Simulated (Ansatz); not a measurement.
Slab of fcc Ni (111), 4 layers

The slab is cut from the fcc crystal, the stable phase, as relaxed on PAW files (10.89 Å³/atom), with 16 Å of vacuum and a dipole correction:

```xyz
4
Lattice="2.4880 0.0000 0.0000 -1.2440 2.1547 0.0000 0.0000 0.0000 22.0944" Properties=species:S:1:pos:R:3 pbc="T T T"
Ni    0.0000    0.0000    8.0000
Ni    0.0000    1.4365   10.0315
Ni    1.2440    0.7182   12.0629
Ni    0.0000    0.0000   14.0944
```

Computed with Ansatz 0.2.0; functional PBE, scalar-relativistic. Settings: a Γ-centred 19×19×1 k mesh, Fermi–Dirac smearing of 0.05 eV, spin-polarised from start moments Ni1 1, Ni2 1, Ni3 1, Ni4 1 μB. Methods: LAPW: all electrons, basis error target 1 meV/atom; PAW: frozen-core files, cutoff 420 eV.

The bulk energy comes from a cell in the slab's orientation on a 19×19×7 mesh. The surface energy is (E(slab) − N·E(bulk))/2A at zero smearing, the mean of both faces; thin slabs carry quantum-size effects.

The magnetic state is the one reached from the start moments; other orders weren't searched.

As cut, the LAPW slab lies 1.296 eV above 4 atoms of bulk. What surface energy is that?

Over two faces of 5.36 Å² it is 120.9 meV/Å², and times 16.02 J/m² per eV/Å² that gives γ = 1.936 J/m².

```
method  γ as cut (J/m²)  γ relaxed (J/m²)  Φ as cut (eV)  Φ relaxed (eV)
  LAPW            1.936             1.930           5.06            5.06
   PAW            1.936             1.929           5.07            5.06
```

How do the spacings between the planes relax?

From the bottom face up: d12 -1.3 % of 2.031 Å, d23 -0.5 % of 2.031 Å, d34 -1.3 % of 2.031 Å.

How do the moments vary through the slab?

Ni1 0.69, Ni2 0.71, Ni3 0.71, Ni4 0.69 μB in the LAPW spheres; the bulk has Ni 0.67 μB.

What changes if the images along the normal are cut off in place of the dipole correction?

LAPW then gives: no gap, work function 5.06 eV; PAW: no gap, work function 5.06 eV.
